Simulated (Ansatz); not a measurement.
Notes on LiBiS

```xyz
12
Lattice="7.4907 0.0000 0.0000 0.0000 8.9871 0.0000 0.0000 0.0000 3.6657" Properties=species:S:1:pos:R:3 pbc="T T T"
Bi    0.9738    1.1414    0.9164
Bi    6.5169    7.8457    2.7492
Bi    4.7191    3.3522    0.9164
Bi    2.7716    5.6349    2.7492
Li    3.5955    7.3694    0.9164
Li    3.8952    1.6177    2.7492
Li    7.3409    6.1112    0.9164
Li    0.1498    2.8759    2.7492
S     6.1798    0.3595    0.9164
S     1.3109    8.6276    2.7492
S     2.4345    4.1340    0.9164
S     5.0562    4.8530    2.7492
```

Method: PBE, no spin polarisation; PAW, plane waves to 420 eV, 4×3×7 Γ-centred mesh, methfessel-paxton occupations (width 0.0196 eV) (Ansatz 0.2.0), atoms fixed.

Give the Bader charges.

Bader charges in e: Li +0.84, Bi +0.17, S -1.01. In the mean Li gives up most and S takes most.

Is it stable against the elements?

0.59 eV an atom against the elements' usual phases (free molecules for gases, crystals otherwise, with no correction for O₂ or N₂), so at this geometry it isn't bound against them. Relaxing would lower it.

Is there a gap?

It is a metal, with about 3.3 states/eV a cell as the mean within 0.25 eV of the Fermi level, mostly Bi p (49 %) and S p (21 %).

Describe some of the short contacts.

Bi–S at 2.39 Å: least valence density 0.65 e/Å³ and ELF 0.43 there. Bi–Li at 2.65 Å: least valence density 0.12 e/Å³ and ELF 0.05 there. These are pseudo-fields; inside the PAW spheres they differ from the all-electron ones.

Origin: a known structure type with other elements, at an estimated volume, so it need not be a known compound. Caveats: many states at the Fermi level without spin polarisation, so a magnetic state may lie lower; atoms or cell far from equilibrium.
